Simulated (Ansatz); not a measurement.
Input and command of a plane-wave DFT calculation in Ansatz:

```yaml
crystal:
  lattice:
    - [4.1633777207, 0.0, 0.0]
    - [-2.0816888603, 3.6055908717, 0.0]
    - [0.0, 0.0, 13.1232608689]
  atoms:
    - { symbol: Rb, position: [0.3333333333, 0.6666666667, 0.375] }
    - { symbol: Rb, position: [0.6666666667, 0.3333333333, 0.875] }
    - { symbol: Cl, position: [0.3333333333, 0.6666666667, 0.0] }
    - { symbol: Cl, position: [0.6666666667, 0.3333333333, 0.5] }
    - { symbol: Cl, position: [0.0, 0.0, 0.25] }
    - { symbol: Cl, position: [0.0, 0.0, 0.75] }
basis:
  ecutwfc: 420
kpoints:
  mp_grid: { grid: [6, 6, 2] }
hamiltonian:
  xc: pbe
scf:
  occupations: { method: gaussian, width: 0.1 }
  lower_state_search: "off"
output:
  forces: true
  stress: true
  eigenvalues: true
relax:
  adjacent_minimum: "off"
  f_tol: 0.04
  max_steps: 70
  cell: { stress_tol: 0.4 }
```

```bash
ansatz run input.yaml --threads 1 --pin off --max-ram 2560MiB --backend cpu --events-out ev --progress --plain --runs-dir out
```

Processor: Intel(R) Xeon(R) Platinum 8259CL CPU @ 2.50GHz (Skylake/Cascade Lake), 1 thread, on a host shared with other jobs.

**Question.** How long does it run, and how much memory does it take?

**Answer.** About 2.6 min on 1 thread of Intel(R) Xeon(R) Platinum 8259CL CPU @ 2.50GHz (Skylake/Cascade Lake) (shared host), peak memory 0.46 GiB. It solves 29 bands at 14 k points (the mesh reduced by the symmetry that the task leaves, which can be less than the crystal's) with about 4309 plane waves (on the last cell), in 134 SCF iterations over 16 ionic steps.
